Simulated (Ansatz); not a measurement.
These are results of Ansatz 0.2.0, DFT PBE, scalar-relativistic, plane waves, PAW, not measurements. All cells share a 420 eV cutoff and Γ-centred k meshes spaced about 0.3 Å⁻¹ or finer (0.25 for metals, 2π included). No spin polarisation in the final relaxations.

All energies are static (0 K, no zero-point motion). All come from trial cells, and lower structures may exist.

**Question.** These unrelaxed guesses for Mg3Sn3N are each relaxed within their symmetry. Order them by the energy at which they end, lowest first.
A.

```cif
data_structure
_symmetry_space_group_name_H-M 'P3m1'
_symmetry_Int_Tables_number 156
_cell_length_a 3.4000
_cell_length_b 3.4000
_cell_length_c 13.8500
_cell_angle_alpha 90.000
_cell_angle_beta 90.000
_cell_angle_gamma 120.000
_cell_volume 138.66
loop_
_atom_site_label
_atom_site_type_symbol
_atom_site_symmetry_multiplicity
_atom_site_Wyckoff_symbol
_atom_site_fract_x
_atom_site_fract_y
_atom_site_fract_z
_atom_site_occupancy
Mg1 Mg 1 c 0.66667 0.33333 0.41900 1
Mg2 Mg 1 b 0.33333 0.66667 0.09400 1
Mg3 Mg 1 c 0.66667 0.33333 0.90600 1
Sn1 Sn 1 a 0.00000 0.00000 0.58100 1
Sn2 Sn 1 a 0.00000 0.00000 0.25600 1
Sn3 Sn 1 b 0.33333 0.66667 0.74400 1
N1 N 1 a 0.00000 0.00000 0.00000 1
```

B.

```cif
data_structure
_symmetry_space_group_name_H-M 'P6_3/mcm'
_symmetry_Int_Tables_number 193
_cell_length_a 7.9000
_cell_length_b 7.9000
_cell_length_c 5.1300
_cell_angle_alpha 90.000
_cell_angle_beta 90.000
_cell_angle_gamma 120.000
_cell_volume 277.27
loop_
_atom_site_label
_atom_site_type_symbol
_atom_site_symmetry_multiplicity
_atom_site_Wyckoff_symbol
_atom_site_fract_x
_atom_site_fract_y
_atom_site_fract_z
_atom_site_occupancy
Mg1 Mg 6 g 0.00000 0.23600 0.25000 1
Sn1 Sn 6 g 0.40000 0.00000 0.75000 1
N1 N 2 b 0.00000 0.00000 0.50000 1
```

C.

```cif
data_structure
_symmetry_space_group_name_H-M 'P4/mmm'
_symmetry_Int_Tables_number 123
_cell_length_a 3.3000
_cell_length_b 3.3000
_cell_length_c 12.7300
_cell_angle_alpha 90.000
_cell_angle_beta 90.000
_cell_angle_gamma 90.000
_cell_volume 138.63
loop_
_atom_site_label
_atom_site_type_symbol
_atom_site_symmetry_multiplicity
_atom_site_Wyckoff_symbol
_atom_site_fract_x
_atom_site_fract_y
_atom_site_fract_z
_atom_site_occupancy
Mg1 Mg 2 h 0.50000 0.50000 0.17300 1
Mg2 Mg 1 a 0.00000 0.00000 0.00000 1
Sn1 Sn 2 g 0.00000 0.00000 0.68500 1
Sn2 Sn 1 d 0.50000 0.50000 0.50000 1
N1 N 1 c 0.50000 0.50000 0.00000 1
```

D.

```cif
data_structure
_symmetry_space_group_name_H-M 'P3m1'
_symmetry_Int_Tables_number 156
_cell_length_a 3.4000
_cell_length_b 3.4000
_cell_length_c 13.8500
_cell_angle_alpha 90.000
_cell_angle_beta 90.000
_cell_angle_gamma 120.000
_cell_volume 138.66
loop_
_atom_site_label
_atom_site_type_symbol
_atom_site_symmetry_multiplicity
_atom_site_Wyckoff_symbol
_atom_site_fract_x
_atom_site_fract_y
_atom_site_fract_z
_atom_site_occupancy
Mg1 Mg 1 b 0.33333 0.66667 0.09400 1
Mg2 Mg 1 c 0.66667 0.33333 0.90600 1
Mg3 Mg 1 b 0.33333 0.66667 0.74400 1
Sn1 Sn 1 c 0.66667 0.33333 0.41900 1
Sn2 Sn 1 a 0.00000 0.00000 0.58100 1
Sn3 Sn 1 a 0.00000 0.00000 0.25600 1
N1 N 1 a 0.00000 0.00000 0.00000 1
```

**Answer.** A (ends in P3m1, 0 meV/atom), D (ends in P3m1, 42 meV/atom), C (ends in P4/mmm, 89 meV/atom), B (ends in P6_3/mcm, 118 meV/atom).

Cells relaxed within their symmetry can be saddle points; a later kick test found a lower structure for Mg3Sn3N P3m1, Mg3Sn3N P3m1 and Mg3Sn3N P4/mmm. Some types were kept out of the candidates beforehand, so the set may lack a known form.
